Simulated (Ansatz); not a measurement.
# AlCo (Pm-3m): from strained cells to moduli

```yaml
crystal:
  lattice:
    - [2.79453, 0.00000, 0.00000]
    - [0.00000, 2.79453, 0.00000]
    - [0.00000, 0.00000, 2.79453]
  atoms:
    - { symbol: Al, position: [0.00000, 0.00000, 0.00000] }
    - { symbol: Co, position: [0.50000, 0.50000, 0.50000] }
```

Computed, not measured; unless marked otherwise by LDA, PAW on Ansatz 0.2.0's default frozen-core files (fitted under PBE), scalar-relativistic. k mesh 16×16×16, Fermi-Dirac smearing of 0.100 eV, cutoff 420 eV. The cell was relaxed by PAW under this functional. The structure is one entry of a database and needn't be the stable phase.

The cell is cubic and carries a residual pressure of 0.00 GPa at this level. Each strain component that symmetry leaves independent is applied at ±0.005, the ions relax wherever a strain frees them, and the stress (tension positive, GPa) is read. Shears are engineering strains, γ = 2ε.

| strain | size | σxx | σyy | σzz | σyz | σxz | σxy |
| --- | --- | --- | --- | --- | --- | --- | --- |
| xx | -0.005 | -1.6662 | -0.7434 | -0.7434 | 0.0000 | 0.0000 | 0.0000 |
| xx | +0.005 | 1.5761 | 0.7379 | 0.7379 | 0.0000 | 0.0000 | 0.0000 |
| yz | -0.005 | -0.0061 | -0.0042 | -0.0042 | -0.7888 | 0.0000 | 0.0000 |
| yz | +0.005 | -0.0061 | -0.0042 | -0.0042 | 0.7888 | 0.0000 | 0.0000 |

A central difference gives one constant, for example C11 ≈ (1.5761 − (-1.6662))/(0.01) = 324.2 GPa; the program then imposes the crystal's symmetry on the whole matrix.

**Question.** What are the independent elastic constants?

**Answer.** C11 = 324.2, C12 = 148.1, C44 = 157.8 GPa.

**Question.** Do they meet the Born conditions?

**Answer.** C11 − C12 = 176.1, C11 + 2C12 = 620.5 and C44 = 157.8 GPa must all be positive, so the crystal is elastically stable; that says nothing yet of its phonons.

**Question.** What moduli does a random aggregate of grains have?

**Answer.** B = (C11 + 2C12)/3 = 206.8 GPa. G_V = (C11 − C12 + 3C44)/5 = 129.9 and G_R = 5(C11 − C12)C44/(4C44 + 3(C11 − C12)) = 119.8, so G_H = 124.8 GPa. Then E = 9BG/(3B + G) = 311.8 GPa, ν = (3B − 2G)/(6B + 2G) = 0.249 and B/G = 1.66, on the brittle side of Pugh's 1.75 (a rule of thumb).

**Question.** With the density of 6.537 g/cm³, how fast does sound travel, and what Debye temperature follows?

**Answer.** 

```tsv
direction	slow (m/s)	middle (m/s)	fast (m/s)
[100]	4913	4913	7043
[110]	3670	4913	7763
[111]	4126	4126	7989
```

The mean of v⁻³ over directions and branches gives v_m = 4819 m/s and θ_D = (ħ/k_B) v_m (6π²n)^(1/3) = 647 K, n being atoms per volume. Young's modulus spans 231 to 377 GPa over directions, and the universal anisotropy index is 0.42.

Known limits: frozen-core PAW files fitted under PBE, their cores solved anew for the functional of the run; responses of metals move with mesh and smearing.
